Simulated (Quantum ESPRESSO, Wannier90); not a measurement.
**AlGaP$_{2}$ (P-4m2), plane waves to Wannier functions**

```
begin unit_cell_cart
ang
    3.8654900000    0.0000000000    0.0000000000
    0.0000000000    3.8654900000    0.0000000000
    0.0000000000    0.0000000000    5.4556100000
end unit_cell_cart
begin atoms_frac
Al   0.5000000000  0.5000000000  0.5000000000
Ga   0.0000000000  0.0000000000  0.0000000000
P    0.0000000000  0.5000000000  0.2503900000
P    0.5000000000  0.0000000000 -0.2503900000
end atoms_frac
```

Materials Project entry mp-1228888; symmetrised, unrelaxed at this level. Not found in the COD (Crystallography Open Database) copy used; not checked further. Computed values, not measurements, from PBEsol: Quantum ESPRESSO (norm-conserving PseudoDojo potentials, cutoff 64 Ry, no spin polarisation, no spin-orbit coupling) on a Γ-centred 8×8×6 mesh, then Wannier90. Density: 8×8×6 mesh, cold smearing 0.01 Ry.

Bands 8-13 form an isolated set from -6.58 to 0.00 eV relative to the valence-band maximum (on the path) and are turned into 6 Wannier functions by minimising the spread from the start: atomic waves P 3p.

Centres (Cartesian, Å; one of the equivalent choices) and spreads:

| n | x | y | z | spread (Å²) | nearest atom |
|---|---|---|---|---|---|
| 1 | 0.000 | 1.933 | 1.365 | 3.323 | P3 |
| 2 | 0.000 | 1.933 | 1.637 | 2.898 | P3 |
| 3 | 0.000 | 1.933 | 1.004 | 3.416 | P3 |
| 4 | 1.933 | 0.000 | -1.365 | 3.323 | P4 |
| 5 | 1.933 | 0.000 | -1.004 | 3.416 | P4 |
| 6 | 1.933 | 0.000 | -1.637 | 2.898 | P4 |

Ω_I = 18.17 Å², Ω_total = 19.27 Å²; the interpolated bands follow pw.x to 3.7 meV rms on the path. Only this start was tried; a symmetric start can stop on a saddle, and mixtures of these functions could lower the total by at most Ω_total − Ω_I.
